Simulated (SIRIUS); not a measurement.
A self-consistent single point of TaN (Amm2, 2 atoms in the cell; from Materials Project mp-1459, changed as shown).

```
TaN
1.0
    2.93994     0.00000     0.00000
   -1.46997     2.54606     0.00000
    0.00000     0.00000     2.89018
Ta N
1 1
Direct
  0.00000   0.00000   0.50000
  0.65881   0.31762   0.00000
```

Level of theory: LDA (PW92), PseudoDojo 0.4 standard norm-conserving LDA (tails mended) pseudopotentials (plane waves; SIRIUS 7.12.0).

SIRIUS settings:

| key | value |
|---|---|
| parameters.ngridk | 10 10 8 |
| parameters.xc_functionals | [XC_LDA_X, XC_LDA_C_PW] |
| parameters.gk_cutoff | 9.165 1/bohr |
| parameters.pw_cutoff | 18.331 1/bohr |
| parameters.smearing | fermi_dirac |
| parameters.smearing_width | 0.00367493 Ha |
| potentials | PseudoDojo 0.4 standard norm-conserving LDA (tails mended) pseudopotentials |
| parameters.electronic_structure_method | pseudopotential |
| parameters.num_bands | 13 |
| parameters.num_mag_dims | 0 |
| parameters.num_dft_iter | 100 |
| parameters.energy_tol | 1e-07 Ha |
| parameters.density_tol | 1e-06 |
| mixer.type | anderson |
| mixer.beta | 0.5 |
| mixer.use_hartree | false |

Results:

```
Quantity                                                 Result
------------------------------------------------  -------------
Number of valence electrons                                  18
Number of bands                                              13
Number of k-points after the program's reduction            155
Number of plane waves (most at a k-point)                  1924
Number of SCF iterations                                     21
FFT grid                                           36 × 36 × 36
Free energy E − TS                                -2058.0456 eV
Fermi level (on the code's own zero)                   19.62 eV
Pressure                                             -14.98 GPa
Largest force (vector length)                        0.477 eV/Å
```

Forces (eV/Å):
```
atom     Fx      Fy     Fz
----  -----  ------  -----
Ta1   0.000  -0.477  0.000
N2    0.000   0.477  0.000
```

Stress (GPa, positive for compression):
```
-13.90    0.00    0.00
  0.00  -14.15    0.00
  0.00    0.00  -16.88
```

For comparison: a first run was changed to give this one (atom 2 moved by -0.04 angstrom along y), and from it to this one the free energy rises by 4.8 meV/atom, the pressure goes from -15.18 to -14.98 GPa and the largest force goes from 0.000 to 0.477 eV/Å.

The structure comes from a collection of computed structures, made at another level of theory; the collection holds predicted forms beside known ones. No clean gap shows at this smearing width and mesh (spacing up to 0.27 Å⁻¹); the mesh is coarse for partly filled bands, so the values carry mesh errors.

Cost on one core: roughly 40 core-seconds.

“Tails mended”: in these copies of the files the far tail of each local potential was reset to the Coulomb form.
